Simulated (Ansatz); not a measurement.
**Sr2MoO4, first-principles data**

Sr$_{2}$MoO$_{4}$:
```
CELL_PARAMETERS angstrom
     -1.94776     1.94776     6.45836
      1.94776    -1.94776     6.45836
      1.94776     1.94776    -6.45836
ATOMIC_POSITIONS crystal
  Sr 0.35118 0.35118 0.00000
  Sr 0.64882 0.64882 0.00000
  Mo 0.00000 0.00000 0.00000
  O  0.50000 0.00000 0.50000
  O  0.00000 0.50000 0.50000
  O  0.83679 0.83679 0.00000
  O  0.16321 0.16321 0.00000
```

Space group I4/mmm (No. 139); conventional cell a = 3.896 Å, b = 3.896 Å, c = 12.917 Å, α = 90.00°, β = 90.00°, γ = 90.00°.

Method: r²SCAN in the plane-wave PAW code Ansatz. Structure relaxed to zero pressure with the same functional. Other levels are named where they apply.

**Cell and energy**

| Property | Value |
|---|---|
| Volume per atom | 14.00 Å³ |
| Density | 5.68 g/cm³ |
| Formation energy from the elements (no fitted shifts) | -2.70 eV/atom |

**Electronic structure**

| Property | Value |
|---|---|
| Electronic character | metallic (no gap) |
| Density of states at the Fermi level | 0.33 states/eV per atom (mean over ±0.08 eV) |
| Gap with spin–orbit coupling | none (metallic) |

**Mechanics**

| Quantity | Value |
|---|---|
| Bulk modulus (Birch–Murnaghan fit) | 1490 kbar |
| Pressure derivative B′ | 4.7 |

The first step of the workflow began from a Materials Project structure, measured or hypothetical; the Crystallography Open Database copy checked does not list it. Its standing as an ambient phase is unchecked. Symmetry was held in the r²SCAN relaxation; whether a distortion lowers the energy is not shown. No spin polarisation was allowed. No Hubbard U is applied. The references are the lowest solids computed at this level, not always the standard phases (solids in place of the gases). Scalar-relativistic: spin–orbit coupling is off unless named, which matters more the heavier the elements.

Potentials: the later of the program's two PAW sets.
